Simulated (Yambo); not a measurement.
Yambo run on SrCl2 (fluorite, space group Fm-3m, No. 225). The wavefunctions are PBEsol (Quantum ESPRESSO, PseudoDojo norm-conserving, 68 Ry, with spin-orbit coupling) ones on a 4×4×4 mesh (24 occupied bands); a = 4.8833 Å, b = 4.8833 Å, c = 4.8833 Å, α = 60.00°, β = 60.00°, γ = 60.00°.

Yambo input:

```
rim_cut
gw0
dyson
el_el_corr
HF_and_locXC
cohsex
em1s
RandQpts= 1000000
RandGvec= 1 Ry
EXXRLvcs= 68 Ry
VXCRLvcs= 272 Ry
Chimod= "HARTREE"
% BndsRnXs
 1 | 178 |
%
NGsBlkXs= 6 Ry
% LongDrXs
 1.0 | 1.0 | 1.0 |
%
ExtendOut
% QPkrange
 1 | 1 | 25 | 25 |
 7 | 7 | 24 | 25 |
%
```

k points by index: 1 = Γ, 7 = X.

Resulting energies as the program prints them:

```
#    K-point    Band    Eo [eV]    E [eV]    E-Eo [eV]    Vxc [eV]    Vnlxc [eV]    Sc|Eo [eV]    Re(Z)    Im(Z)
#
    1    25    5.255604    5.068908    -0.186695    -8.066579    -3.932828    -4.320446    1.000000    0.000000
    7    24    0.000000    -3.687757    -3.687757    -14.68788    -18.99471    0.619069    1.000000    0.000000
    7    25    5.341874    5.500187    0.158313    -8.682950    -4.232096    -4.292541    1.000000    0.000000
```
(The two width columns are left out.) Convergence of these settings isn't established.

Geometry relaxed with PBEsol.
